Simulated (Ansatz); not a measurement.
A relaxed 1×1 slab of 6 planes, cut along (0001) from a hcp crystal of one element, has a cell area of 7.49 Å² and a bulk spacing of 2.324 Å between its first planes. All-electron LAPW in Ansatz 0.2.0 (PBE, scalar-relativistic, no spin polarisation) gives γ = 1.98 J/m², Φ = 4.40 eV and a change of the outer spacing of -7.0 %. The hcp structure needn't be the element's own.

Problem. Which element is it?

Solution. Ti. This is the case that was computed; others weren't tested.
